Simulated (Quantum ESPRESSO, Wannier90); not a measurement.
GaCuSe2 (chalcopyrite), plane waves to Wannier functions

```
begin unit_cell_cart
ang
    5.6027400000    0.0000000000    0.0000000000
    0.0000000000    5.6027400000    0.0000000000
   -2.8013700000   -2.8013700000    5.5551700000
end unit_cell_cart
begin atoms_frac
Ga  -0.2500000000  0.2500000000  0.5000000000
Ga   0.5000000000  0.5000000000  0.0000000000
Cu   0.2500000000 -0.2500000000  0.5000000000
Cu   0.0000000000  0.0000000000  0.0000000000
Se   0.1250000000  0.1212200000 -0.2500000000
Se   0.3712200000 -0.1250000000  0.2500000000
Se  -0.3750000000 -0.3712200000 -0.2500000000
Se  -0.1212200000  0.3750000000  0.2500000000
end atoms_frac
```

Materials Project entry mp-4840; symmetrised, unrelaxed at this level. COD (Crystallography Open Database) has an entry of this formula and space group (matched by these alone). Level: PBEsol, no spin polarisation, no spin-orbit coupling; pw.x of Quantum ESPRESSO at 74 Ry with PseudoDojo potentials, 4×4×4 k-points, Wannier90. Density: 6×6×6 mesh, Gaussian smearing 0.01 Ry. A non-magnetic state is assumed, with no Hubbard U; filled 3d bands tend to lie too high at this level. Spin-orbit coupling, left out, would split the p-like bands by a few tenths of an eV. The gap is small at this level and was sampled on the meshes and a path alone.

A tight-binding model is made by disentanglement and projection with no localisation steps (num_iter = 0), so the 30 orbitals stay atom-like: hydrogen-like Ga: s;p; Cu: d; Se: p, axes along x, y, z; frozen window up to 1.59 eV relative to the valence-band maximum. It follows pw.x to 2.7 meV rms for states up to 1.1 eV relative to the valence-band maximum. Matrix elements depend on this choice of orbitals and windows.

Problem. What are the on-site energies relative to the valence-band maximum, and how fast do the hoppings decay?

Solution. 
| atom | orbitals | energy (eV) |
|---|---|---|
| Ga1 | s | -2.45 |
| Ga1 | pz | 2.85 |
| Ga1 | px py | 2.94 |
| Ga2 | s | -2.45 |
| Ga2 | pz | 2.85 |
| Ga2 | px py | 2.94 |
| Cu3 | dz2 dxz dyz | -2.13 |
| Cu3 | dx2-y2 dxy | -2.11 |
| Cu4 | dz2 dxz dyz | -2.13 |
| Cu4 | dx2-y2 dxy | -2.11 |
| Se5 | pz px | -2.09 |
| Se5 | py | -2.29 |
| Se6 | pz py | -2.09 |
| Se6 | px | -2.29 |
| Se7 | pz px | -2.09 |
| Se7 | py | -2.29 |
| Se8 | pz py | -2.09 |
| Se8 | px | -2.29 |

```tsv
distance of the centres (Å)	largest modulus (eV)
2–3	1.3
3–4	0.45
4–5	0.30
5–6	0.14
6–7	0.12
7–8	0.050
8–9	0.017
9–10	0.020
```
